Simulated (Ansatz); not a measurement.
An Ansatz (a quantum-chemistry and plane-wave program) run. Input:

Ansatz 0.2 input:
```yaml
crystal:
  lattice:
    - [1.3914135613, 0.8033329942, 5.8537425565]
    - [-1.3914135613, 0.8033329942, 5.8537425565]
    - [0.0, -1.6066659884, 5.8537425565]
  atoms:
    - { symbol: Co, position: [0.5, 0.5, 0.5] }
    - { symbol: Pt, position: [0.0, 0.0, 0.0] }
    - { symbol: O, position: [0.112304272, 0.112304272, 0.112304272] }
    - { symbol: O, position: [0.887695728, 0.887695728, 0.887695728] }
kpoints:
  mp_grid: { grid: [17, 17, 17] }
hamiltonian:
  xc: lda
  pseudopotentials: { kind: paw }
scf:
  occupations: { method: fermi_dirac, width: 0.1 }
phonons:
  method: dfpt
  response_accuracy: low
  eigenvectors: true
  rigid_motions: translations
```

Output (shortened):

```
Pseudopotential: Co, paw, valence charge 17
Pseudopotential: Pt, paw, valence charge 18
Pseudopotential: O, paw, valence charge 6
Functional definition: SPW92
Crystal: 4 atoms, lattice volume = 39.259 Å³
Basis set: ecut = 420 eV, 769 PW (Γ), exchange–correlation on 90×90×90 points (8 copies of the dense FFT grid, shifted against one another)
Bands: 29, of which v1, the nominal top of the filled ones, is band 24 counted from 1 (23 counted from 0)
Symmetry: 12 space group operations
k-points: 1305 of 4913 (irreducible under 2 space group operations, time reversal used)
SCF iter   1: F=—  HF=-18417.056140 eV  |F-HF|=—  |Δ(HF+E_count)|=         —  Δρ=2.19e-2  dr2=1.47e-1  ethr=1.77e-3  ⟨swp⟩=6.0  Hψ=149688  notcnv=0
preconditioner: auto → Kerker (q_TF=auto, 2.811 Å⁻¹)
SCF iter   2: F=—  HF=-18417.028279 eV  |F-HF|=—  |Δ(HF+E_count)|=   2.79e-2  Δρ=1.07e-2  dr2=4.64e-2  ethr=3.12e-4  ⟨swp⟩=2.0  Hψ=52218  notcnv=0
SCF iter   3: F=—  HF=-18417.020681 eV  |F-HF|=—  |Δ(HF+E_count)|=   7.60e-3  Δρ=1.90e-3  dr2=1.84e-3  ethr=9.88e-5  ⟨swp⟩=1.8  Hψ=42231  notcnv=0
SCF iter   4: F=—  HF=-18417.020409 eV  |F-HF|=—  |Δ(HF+E_count)|=   2.72e-4  Δρ=7.96e-4  dr2=5.98e-4  ethr=3.92e-6  ⟨swp⟩=2.4  Hψ=58071  notcnv=0
SCF iter   5: F=—  HF=-18417.020346 eV  |F-HF|=—  |Δ(HF+E_count)|=   6.28e-5  Δρ=1.97e-4  dr2=6.80e-5  ethr=1.27e-6  ⟨swp⟩=1.0  Hψ=37845  notcnv=0
SCF iter   6: F=—  HF=-18417.020332 eV  |F-HF|=—  |Δ(HF+E_count)|=   1.36e-5  Δρ=1.01e-4  dr2=9.87e-6  ethr=1.45e-7  ⟨swp⟩=1.1  Hψ=38921  notcnv=0
SCF iter   7: F=—  HF=-18417.020332 eV  |F-HF|=—  |Δ(HF+E_count)|=   4.67e-7  Δρ=4.91e-5  dr2=9.99e-7  ethr=2.10e-8  ⟨swp⟩=1.0  Hψ=37851  notcnv=0
SCF iter   8: F=—  HF=-18417.020356 eV  |F-HF|=—  |Δ(HF+E_count)|=   2.47e-5  Δρ=1.18e-5  dr2=2.35e-8  ethr=2.13e-9  ⟨swp⟩=1.1  Hψ=37929  notcnv=0
SCF iter  12: F=-18417.020356 eV  HF=-18417.020356 eV  |F-HF|=7.28e-12  |Δ(HF+E_count)|=  2.18e-11  Δρ=7.70e-8  dr2=2.30e-12  ethr=1.00e-12  ⟨swp⟩=5.7  Hψ=158407  notcnv=0
SCF 1 converged in 12 iterations: F = -18417.020356 eV  dr2 = 2.30e-12
DFPT response loops at Γ: preconditioner auto → Kerker (q_TF=auto, 2.811 Å⁻¹) (partly filled bands, converged f_vac=0.001) …
SCF converged after 12 iterations
Free energy (F): -18417.020356 eV
Harris-Foulkes:  -18417.020356 eV  (|F-HF|=7.28e-12)
Internal energy: -18416.992678 eV  (E = F + TS)
E sigma→0 (E₀):  -18417.006517 eV
Entropy (-TS):   -0.027678 eV (-6.920 meV/atom)
Fermi energy:    17.311772 eV
--- Per-component energies (eV) ---
  E_band       = -445.777538
  E_kinetic    = 1441.052743
  E_local      = -5574.174566  (includes V_loc(G=0)·N_el)
  E_nonlocal   = 768.196899
  E_hartree    = 2232.948470
  E_xc         = -562.471445
  E_vxc        = -693.143905  (∫ρ·V_xc dr)
  E_paw        = -10922.582230  (= ΣΔE_a)
  E_vpaw       = -853.610500  (= ΣTr[D̂ρ^β])
  E_aug_tail   = 0.004930  (compensation charges beyond the density's cutoff)
  E_ewald      = -5801.043443
  E_core_change = 1.075963  (= ΣΔE_core)
  E_smearing   = -0.027678  (= −TS)
  E_closure    =  0.000000  (closes the sum)
  Σ components = -18417.020356   (vs F -18417.020356, Δ=0.00e0)
  [band-id]    e_kinetic+e_local+e_nonlocal+2·e_hartree+e_vxc+e_vpaw+e_augmentation_tail = -445.777459   (vs E_band -445.777538, Δ=7.87e-5)
--- Band table (eV; the first three rows and the last of 1305) ---
  k-point 0: bands = ["-81.7358", "-77.6739", "-41.3675", "-41.3675", "-41.3422", "-36.2504", "-35.4942", "-35.4942", "-4.6050", "-2.4266", "7.0216", "9.7215", "10.3012", "10.3012", "12.4209", "13.7626", "13.7626", "13.8332", "13.8332", "15.2978", "15.2978", …
  k-point 1: bands = ["-81.7351", "-77.6736", "-41.3709", "-41.3683", "-41.3416", "-36.2490", "-35.5059", "-35.4970", "-4.5592", "-2.4230", "7.0775", "9.8268", "10.1660", "10.3222", "12.5418", "13.4979", "13.6113", "13.7982", "13.9467", "15.2528", "15.3186", …
  k-point 2: bands = ["-81.7331", "-77.6727", "-41.3805", "-41.3705", "-41.3401", "-36.2449", "-35.5393", "-35.5053", "-4.4253", "-2.4136", "7.2373", "9.8548", "10.1235", "10.3819", "12.7465", "12.9557", "13.3046", "13.6579", "14.2170", "14.9826", "15.3214", …
  k-point 1304: bands = ["-81.7351", "-77.6736", "-41.3709", "-41.3683", "-41.3416", "-36.2491", "-35.5059", "-35.4970", "-4.2789", "-2.8854", "8.8087", "9.4353", "10.1234", "10.4671", "10.7448", "12.7995", "12.9574", "13.7771", "13.9329", "15.3831", …
--- Phonons (Γ-DFPT): 6 representative perturbations + reference, on 1305 of 4913 k-points (Σ response iterations 18) ---
  ASR residual: 2.086e-3 → 0.000e0 eV/Å²; symmetrization residual: 3.134e-5 eV/Å²
  ASR residual per site (eV/Å²): 2.09e-3 2.02e-4 2.05e-4 2.05e-4
  Γ frequencies (cm⁻¹): 0.00 0.00 0.00 165.59 165.59 305.22 514.65 514.65 698.70 698.70 718.54 728.54
  non-analytic LO–TO correction: not included (Born effective charges unavailable; polar crystals: no LO–TO splitting at Γ)
```

Cost: about 30 core-minutes (a rough figure) on shared cores.

Space group R-3m. Symmetry was held in the LDA relaxation; of distortions, only those at the zone centre were tested. The run is not spin-polarised. No Hubbard U is applied. Without spin polarisation and U, an open-shell compound can come out a false metal. As this level gives no gap, phonon frequencies hold no LO–TO term and depend on the k-mesh and smearing (Fermi–Dirac, 0.1 eV here). Spin–orbit coupling is left out wherever it is not named.

Potentials: the later of the program's two PAW sets.

Ansatz is a plane-wave DFT program.
